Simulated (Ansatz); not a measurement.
**Is this Ca4Si3N structure a true minimum?**

It was reached by relaxing an invented guess, and it needn't be the stable form of this composition.

Method: DFT PBE, scalar-relativistic, plane waves, PAW (Ansatz). Cutoff 420 eV; k points 6×6×4 on the computed 8-atom cell (Γ-centred); Gaussian smearing, width 0.10 eV; no spin polarisation.

The cell below (8 atoms, space group P4mm (No. 99)) is relaxed within its symmetry.

```
CELL_PARAMETERS angstrom
4.98469 0.00000 0.00000
0.00000 4.98469 0.00000
0.00000 0.00000 7.42091
ATOMIC_POSITIONS crystal
Ca 0.50000 0.00000 0.97323
Ca 0.50000 0.00000 0.45350
Ca 0.00000 0.50000 0.97323
Ca 0.00000 0.50000 0.45350
Si 0.50000 0.50000 0.72014
Si 0.00000 0.00000 0.19609
Si 0.00000 0.00000 0.73728
N 0.50000 0.50000 0.49303
```

For the test it was strained at random (σ = 1.5 % a component), the atoms were moved at random (σ = 0.05 Å), and all was relaxed again on a coarse 4×4×4 mesh (in the run’s order of axes) with 0.20 eV smearing, with no symmetry imposed.

Task: What happens?

Result: It returns, within 1 meV/atom of the unmoved cell on that mesh and with the same symmetry when read at 0.1 Å (Cm at 0.01 Å, so small strains and shifts remain). So it is stable against the distortions that fit this cell and that this random move excites. Modes that don't fit the cell aren't tested.
